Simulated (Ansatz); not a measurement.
BaTiHO₂:
```
CELL_PARAMETERS angstrom
      4.03367     0.00000     0.00000
      0.00000     4.03367     0.00000
      0.00000     0.00000     3.97735
ATOMIC_POSITIONS crystal
  Ba 0.50000 0.50000 0.50000
  Ti 0.00000 0.00000 0.00000
  O  0.50000 0.00000 0.00000
  O  0.00000 0.50000 0.00000
  H  0.00000 0.00000 0.50000
```
The run is spin-polarised; directions of the spins, atom by atom: 0 ↑ 0 0 0.

Relaxed with r²SCAN.

Map the electron localisation function on the plane through (0.000, 0.000, 0.000) spanned by u = [1, 0, 0] and v = [0, 0, 1] in lattice vectors, from the program Ansatz at the r²SCAN level (PAW).

x is the fraction of u, y of v (the angle between them is 90°; rows are the nearest grid lines); atoms in the plane: Ti at (0.00, 0.00), O at (0.50, 0.00), H at (0.00, 0.50).
```
|567621687424786126765|
|667621687545786126766|
|777621578777875126777|
|666411477888774114666|
|332101357777753101233|
|000001235565532100000|
|222110012333210011222|
|887631000000000136788|
|999962000000000269999|
|999984100000001489999|
|999985100000001589999|
|999984100000001489999|
|999962000000000269999|
|887631000000000136788|
|222110012333210011222|
|000001235565532100000|
|332101357777753101233|
|666411477888774114666|
|777621578777875126777|
|667621687545786126766|
|567621687424786126765|
```
Scale: ten equal steps from 0.011 (start of '0') to 1.00 (end of '9'), in the order '0123456789'; x runs from 0.000 to 1.00, y from 0.000 (bottom) to 1.00 (top).

The density is the valence pseudo-density with augmentation charge, so density and ELF within about 1 Å of a nucleus are not all-electron values.

Space group P4/mmm. The start of the workflow was typed in or built on a structure type; neither database checked (COD, Materials Project) lists it. Its standing as an ambient phase is unchecked. Symmetry was held in the r²SCAN relaxation; whether a distortion lowers the energy is not shown. The final state is ferromagnetic, the only order run, not a proven ground state. The cell computed holds one magnetic atom, so no antiferromagnetic order was within reach. Other orbital occupations within this spin state were not tried. No Hubbard U is applied. Scalar-relativistic: spin–orbit coupling is off unless named, which matters more the heavier the elements.

Potentials: the earlier of the program's two PAW sets.
